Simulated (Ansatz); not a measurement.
**Question.** Each is relaxed and computed with the program Ansatz at the r²SCAN level (PAW). Which is the only metal?
(A) GePt, Pnma (Ge on 4c, Pt on 4c)
(B) La2ZrS5, Pnma (Pearson symbol oP32)
(C) GeTePt, P2_13 (Ge on 4a, Te on 4a, Pt on 4a)
(D) SnSe, Pnma (Sn on 4c, Se on 4c)

**Answer.** A, GePt, Pnma (Ge on 4c, Pt on 4c). GePt: metal; GeTePt: gap 0.37 eV (indirect); SnSe: gap 1.01 eV (indirect); La2ZrS5: gap 1.42 eV (direct). Standing as an ambient phase not checked: GeTePt, P2_13 (Ge on 4a, Te on 4a, Pt on 4a); La2ZrS5, Pnma (Pearson symbol oP32). Weakly bound layers, chains or molecules computed without a dispersion correction, so cells and soft constants are ill determined: SnSe, Pnma (Sn on 4c, Se on 4c). All cells were relaxed under the symmetry of their starts (and spin orders); stability against distortions was not tested throughout. Rows with no word on spin ran without spin polarisation. Scalar-relativistic: spin–orbit coupling is off unless named, which matters more the heavier the elements.

Potentials: the later of the program's two PAW sets.
